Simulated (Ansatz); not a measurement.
(111) slab cut from the bulk of Ir, 15 Å of vacuum:

```xyz
5
Lattice="2.7370 0.0000 0.0000 -1.3685 2.3703 0.0000 0.0000 0.0000 23.9389" Properties=species:S:1:pos:R:3 pbc="T T T"
Ir    1.3685    0.7901    7.5000
Ir    0.0000    1.5802    9.7347
Ir    0.0000    0.0000   11.9694
Ir    1.3685    0.7901   14.2042
Ir    0.0000    1.5802   16.4389
```

All numbers below come from Ansatz 0.2.0, DFT PBE, scalar-relativistic, plane waves, PAW. Cutoff 420 eV; k points 15×15×1 on the computed 5-atom cell (Γ-centred); Gaussian smearing, width 0.10 eV; no spin polarisation. A dipole correction removes the field between periodic images along c.

This base run converges in 8 iterations with a largest force of 0.479 eV/Å and a work function of 5.55 eV on the top face.

Settings are then changed, some of them on purpose to poor values; changes count from the base run, and γ keeps the base's bulk energy.

Question: What does each change do? at most 5 SCF iterations; the slab 2 repeats of the bulk cell thinner; dipole ramp at c = 0.637; the slab 1 repeat of the bulk cell thinner; no dipole correction, vacuum of 5 Å; occupations fermi-dirac 0.3 eV.

Answer: 
```
                                     change        outcome  SCF iterations  ΔE at zero smearing (meV/atom)  Δγ (J/m²)  Δφ top (eV)  largest force (eV/Å)
                   at most 5 SCF iterations  not converged               5                                                                              
the slab 2 repeats of the bulk cell thinner      converged               7                          +269.5     +0.061        -0.15                 0.671
                   dipole ramp at c = 0.637        refused               0                                                                              
 the slab 1 repeat of the bulk cell thinner      converged               8                           +88.3     -0.033        -0.05                 0.467
        no dipole correction, vacuum of 5 Å      converged               8                            -1.1     -0.007                              0.458
             occupations fermi-dirac 0.3 eV      converged               7                            +3.3     +0.020        -0.05                 0.289
```

Settings at which electrons spill into the vacuum are left out.

Spin-orbit coupling is left out, which matters for the bands of heavy elements.
